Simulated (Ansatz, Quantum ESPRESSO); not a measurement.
This is a calculation of GdO for Quantum ESPRESSO 7.5. 

pw.in

```
&CONTROL
  calculation = 'scf'
  prefix = 'pwscf'
  outdir = './tmp'
  pseudo_dir = './pseudo'
  tprnfor = .true.
  tstress = .true.
  disk_io = 'nowf'
/
&SYSTEM
  ibrav = 0
  nat = 2
  ntyp = 2
  ecutwfc = 55
  ecutrho = 440
  nbnd = 22
  occupations = 'smearing'
  smearing = 'fd'
  degauss = 0.00367493
  nspin = 2
  starting_magnetization(1) = 0.3889
  starting_magnetization(2) = 0
/
&ELECTRONS
  conv_thr = 4d-10
  electron_maxstep = 120
  mixing_beta = 0.3
/
ATOMIC_SPECIES
Gd   157.2500 Gd.paw.z_18.atompaw.wentzcovitch.v1.2.upf
O     15.9990 O.pbe-n-kjpaw_psl.0.1.UPF
CELL_PARAMETERS angstrom
   0.0000000000    2.7000000000    2.7000000000
   2.7000000000    0.0000000000    2.7000000000
   2.7000000000    2.7000000000    0.0000000000
ATOMIC_POSITIONS crystal
Gd     0.0000000000    0.0000000000    0.0000000000
O      0.7500000000    0.7500000000    0.7500000000
K_POINTS automatic
9 9 9 0 0 0
```

Potentials or basis: SSSP 1.3 efficiency PBE.

Launch:

```console
$ OMP_NUM_THREADS=1 mpirun -n 2 pw.x -nk 2 -in pw.in > pw.out
```

Task: Translate it to Ansatz 0.2.0. Potentials or basis there: Ansatz PAW, cutoff 420 eV.

Result: As run (cutoffs and basis follow the program's own potentials, and thresholds, step limits or extra output files can differ):

The input input.yaml:

```yaml
crystal:
  lattice:
    - [0.0, 2.7, 2.7]
    - [2.7, 0.0, 2.7]
    - [2.7, 2.7, 0.0]
  atoms:
    - { symbol: Gd, position: [0.0, 0.0, 0.0], spin: 7.0 }
    - { symbol: O, position: [0.75, 0.75, 0.75] }
hamiltonian:
  xc: pbe
  pseudopotentials: { kind: paw }
magnetization:
  spin_polarized: true
kpoints:
  mp_grid: { grid: [9, 9, 9] }
scf:
  occupations: { method: fermi_dirac, width: 0.05 }
output:
  forces: true
  stress: true
  eigenvalues: true
```

Potentials or basis: Ansatz PAW.

The run is started by

```sh
$ ansatz run input.yaml --threads 2 --pin off --max-ram 5120MiB --backend cpu --events-out ev --progress --plain --runs-dir out
```

Both were run:

|  | Quantum ESPRESSO | Ansatz |
| --- | --- | --- |
| Pressure | -0.3 GPa | -0.6 GPa |
| Net moment | 7.58 μB per cell | 7.54 μB per cell |
| Absolute moment | 7.61 μB per cell | 7.58 μB per cell |

Ansatz's pressure holds a Pulay term of +0.32 GPa for its cutoff of 420 eV, which the other run lacks.

Where Ansatz's input types no cutoff or centring, it takes its own default and a Γ-centred mesh.

The magnetic state is the one that the start led to; the real crystal's order can differ.

Pressure is positive in compression.
